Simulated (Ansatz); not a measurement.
Given:

Starting cell, Te (trigonal-Te type, space group P3_121):

```
Te
1.0
    4.52090     0.00000     0.00000
   -2.26045     3.91521     0.00000
    0.00000     0.00000     5.95427
Te
3
Direct
  0.26811   0.00000   0.33333
  0.00000   0.26811   0.66667
  0.73189   0.73189   0.00000
```

In this cell atom 1 (Te, nearest neighbour Te at 2.889 Å; its periodic images, 4.5 Å or more away, move with it) is moved by s along Cartesian [110], unit vector (0.707, 0.707, 0.000); all other atoms and the cell stay fixed.

Method: PBE (plane waves to 420 eV, PAW, scalar-relativistic; Ansatz, a first-principles code). k mesh 7×7×5 (Γ-centred), Fermi-Dirac smearing 0.05 eV. The energy includes the smearing's −TS. As the smearing reaches across the gap at some points, energies and forces of such displacements shift with the k mesh and the smearing. Spin-orbit coupling is left out, though Te is heavy. Te was relaxed with its symmetry unable to fall. ΔE is measured from the undisplaced structure.

The scan covers s from -0.290 to 0.290 Å in 11 points.

Problem. Is this a single well or a double well?

Solution. A single well with its minimum at or next to zero displacement.

Problem. Is the energy the same for displacements of ±0.290 Å, and if not, which side lies higher?

Solution. Not even: the negative side lies higher at ±0.290 Å. With its periodic images moving along, the atom's site symmetry in this cell is 2.

Problem. What is the energy change at s = 0.290 Å?

Solution. 86 meV/cell.

Problem. What is the force constant k = d²E/ds² of this move at s = 0?

Solution. 2.68 eV/Å².

(A displaced cell: forces are minus the slopes of the energy, force constants its curvatures, and phonons follow from these.)
